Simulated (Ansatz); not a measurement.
**N-14 fingerprints of the forms of BN**

All values are calculated (Ansatz; DFT, PBE, plane waves and PAW, scalar-relativistic, 420 eV cutoff), not measured. Q(N-14) = 20.44 mb, I = 1. The cells come from the Materials Project (computed, not necessarily observed phases), with the atoms as given or relaxed (PBE, cell held). Calculated pressures reach 3 GPa in size in them. Spin–orbit coupling is left out.

(1) Rank the structures by their largest N-14 |C_Q|, smallest first.
A. P6_3/mmc, 4 atoms in the cell run; N site: 3 B at 1.44 Å
B. P6_3mc, 4 atoms in the cell run; N site: 4 B at 1.57–1.58 Å

## Answers

(1) A (0.113 MHz), B (0.227 MHz).
